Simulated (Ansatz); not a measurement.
## Structure optimisation: tellurium, dhcp

These are results of DFT, r2SCAN, plane waves (500 eV) with PAW, scalar-relativistic in Ansatz 0.2.0, not measurements. (PAW data from PBE, frozen cores regenerated.)

k-point mesh 11×11×3, Fermi-Dirac smearing 0.1 eV, no spin polarisation. Cell and atoms relax.

Starting structure:

```yaml
crystal:
  lattice:
    - [3.4420649897, 0.0, 0.0]
    - [-1.7210324948, 2.9809157225, 0.0]
    - [0.0, 0.0, 11.2417842562]
  atoms:
    - { symbol: Te, position: [0.0, 0.0, 0.0] }
    - { symbol: Te, position: [0.0, 0.0, 0.5] }
    - { symbol: Te, position: [0.3333333333, 0.6666666667, 0.25] }
    - { symbol: Te, position: [0.6666666667, 0.3333333333, 0.75] }
hamiltonian:
  xc: r2scan
  pseudopotentials:
    kind: paw
    azcp:
      Te: "pseudopotentials/Te.paw.azcp"
basis:
  ecutwfc: 500
  fft_grid_basis: typed
kpoints:
  mp_grid: { grid: [11, 11, 3], shift: [0, 0, 0] }
magnetization:
  spin_polarized: false
scf:
  occupations: { method: fermi_dirac, width: 0.1 }
relax:
  max_steps: 60
  f_tol: 0.01
  cell: {}
```

Problem. What cell does the relaxation end in?

Solution. P6_3/mmc with a = 4.207 Å, c = 8.344 Å (c/a = 1.983); 31.97 Å³ per atom against 28.84 at the start (10.9 %).

The cell has left the dhcp structure type; it ends in P6_3/mmc.

Problem. How much energy does the relaxation gain?

Solution. 338.0 meV per atom.
